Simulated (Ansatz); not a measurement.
# Is this TlWCl₆ structure stable?

It was reached by relaxing an invented guess, and it needn't be the stable form of this composition.

Computed with DFT PBE, scalar-relativistic, plane waves, PAW (Ansatz 0.2.0). Cutoff 420 eV, Γ-centred 6×6×6 mesh (8-atom cell), Gaussian smearing of 0.10 eV, collinear spin.

```
Tl W Cl
1.0
     3.41737    1.97302    6.28384
    -3.41737    1.97302    6.28384
     0.00000   -3.94604    6.28384
Tl W Cl
1 1 6
Direct
  0.00000 0.00000 0.00000
  0.50000 0.50000 0.50000
  0.51483 0.87613 0.32362
  0.48517 0.12387 0.67638
  0.87613 0.32362 0.51483
  0.12387 0.67638 0.48517
  0.32362 0.51483 0.87613
  0.67638 0.48517 0.12387
```

Energies over the elements count from the elements' standard structures at the same level (Cl₂ as a molecule), with no fitted energy shifts.

Question: These tests were run: energy against the elements; phonons at Γ; elastic tensor. What do they show?

Answer:

```csv
test,result
energy against the elements,−0.96 eV/atom
phonons at Γ,lowest optical mode 26 cm⁻¹
elastic tensor,least eigenvalue 1 GPa
```

It fails none of these tests outright. Other phases of the system weren't compared here, so this isn't yet thermodynamic stability. Phonons away from Γ weren't computed. Undecided within the accuracy: elastic tensor.

Spin–orbit coupling, which can matter for Tl and W, is left out. Another magnetic order may lie lower. The run for the phonons used a 6×6×6 k mesh and Gaussian smearing of 0.20 eV. The run for the elastic tensor used a 6×6×6 k mesh and Gaussian smearing of 0.20 eV. The cell carries site moments W 0.6 μB.
